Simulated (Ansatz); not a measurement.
# Profile along the Li–Li line in Li (fcc, Cu type)

Li (fcc, Cu type)

```cif
data_Li4
_chemical_formula_sum 'Li4'
_space_group_name_H-M_alt 'Fm-3m'
_space_group_IT_number 225
_space_group_name_Hall '-F 4 2 3'
_cell_length_a 4.32083
_cell_length_b 4.32083
_cell_length_c 4.32083
_cell_angle_alpha 90.000
_cell_angle_beta 90.000
_cell_angle_gamma 90.000
loop_
_atom_site_label
_atom_site_type_symbol
_atom_site_symmetry_multiplicity
_atom_site_Wyckoff_symbol
_atom_site_fract_x
_atom_site_fract_y
_atom_site_fract_z
_atom_site_occupancy
Li1 Li 4 a 0.00000 0.00000 0.00000 1
```
(The calculation used a cell of 1 atom; values per cell refer to that cell.)

Fields along a shortest Li–Li line of a {100} plane (3.06 Å), from Li to Li, interpolated on the slice's grid (step about 0.2 Å). All values below come from PBEsol (plane waves to 420 eV, PAW, scalar-relativistic; Ansatz, a quantum-chemistry and plane-wave program). k mesh 18×18×18. These are valence fields of a PAW run, semicore shells included where kept as valence: close to a nucleus they are smooth pseudo fields. Li was relaxed with its symmetry unable to fall. This is one of several known forms of Li; the measured ambient cells at hand have space group No. 229.

| distance from Li (Å) | valence electron density (e/Å³) | electron localisation function |
|---|---|---|
| 0.00 | 9.46 | x |
| 0.15 | 7.87 | x |
| 0.31 | 4.43 | x |
| 0.46 | 1.52 | x |
| 0.61 | 0.28 | 0.17 |
| 0.77 | 0.08 | 0.02 |
| 0.92 | 0.06 | 0.03 |
| 1.07 | 0.05 | 0.13 |
| 1.22 | 0.05 | 0.35 |
| 1.38 | 0.05 | 0.50 |
| 1.53 | 0.05 | 0.55 |
| 1.68 | 0.05 | 0.50 |
| 1.84 | 0.05 | 0.35 |
| 1.99 | 0.05 | 0.13 |
| 2.14 | 0.06 | 0.03 |
| 2.29 | 0.08 | 0.02 |
| 2.45 | 0.28 | 0.17 |
| 2.60 | 1.52 | x |
| 2.75 | 4.43 | x |
| 2.91 | 7.87 | x |
| 3.06 | 9.46 | x |

x: too close to a nucleus for the ELF to mean much.

Density on the Li–Li line (3.06 Å) at its midpoint: 0.05 e/Å³. ELF at that point: 0.55. ELF maximum in the middle third of the Li–Li line: 0.55, 1.5 Å from Li.
